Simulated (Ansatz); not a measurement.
**Computed properties of Be**

```
CELL_PARAMETERS angstrom
3.74681 0.00000 0.00000
0.00000 3.74681 0.00000
0.00000 0.00000 2.28128
ATOMIC_POSITIONS crystal
Be 0.29741 0.29741 0.00000
Be 0.70259 0.70259 0.00000
Be 0.20259 0.79741 0.50000
Be 0.79741 0.20259 0.50000
```

Atoms are numbered in the order listed.

The cell is the one relaxed in the Materials Project (mp-1008501), not relaxed further here; entries there can be hypothetical.

Theory: DFT, PBEsol, all-electron LAPW, scalar-relativistic (Ansatz 0.2.0).

The runs use a Γ-centred 9×9×14 k mesh, Fermi–Dirac smearing of 0.05 eV, basis error target 1 meV/atom, no spin polarisation.

```yaml
Density_of_states_at_the_Fermi_level_0.2_eV_bin: 0.24 states/eV per cell
Band_gap: "none: bands cross the Fermi level, a metal"
Volume_per_atom: 8.01 Å³
```

Task: Stress xx, yy, zz (compression positive): what does the calculation give?

Result: -0.78, -0.78, -2.00 GPa.

Task: Pressure at this cell: what does the calculation give?

Result: -1.19 GPa.
